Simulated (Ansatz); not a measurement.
Structure types of Au were relaxed at one common pressure (all-electron LAPW in Ansatz 0.2.0 under LDA, scalar-relativistic, no spin polarisation, zero temperature). They take these volumes:

```json
{"type": "fcc", "space group": "Fm-3m", "V (Å³/atom)": "11.79"}
{"type": "bcc", "space group": "Im-3m", "V (Å³/atom)": "11.78"}
{"type": "hcp", "space group": "P6_3/mmc", "V (Å³/atom)": "11.78"}
{"type": "diamond", "space group": "Fd-3m", "V (Å³/atom)": "15.68"}
{"type": "simple hexagonal", "space group": "P6/mmm", "V (Å³/atom)": "12.35"}
{"type": "dhcp", "space group": "P6_3/mmc", "V (Å³/atom)": "11.78"}
```

**Question.** At about which pressure, and is the densest type also the lowest in enthalpy?

**Answer.** 170 GPa. The densest types tie within 0.02 Å³/atom, and hcp is the lowest in enthalpy, by less than the mesh noise of 5 meV/atom.
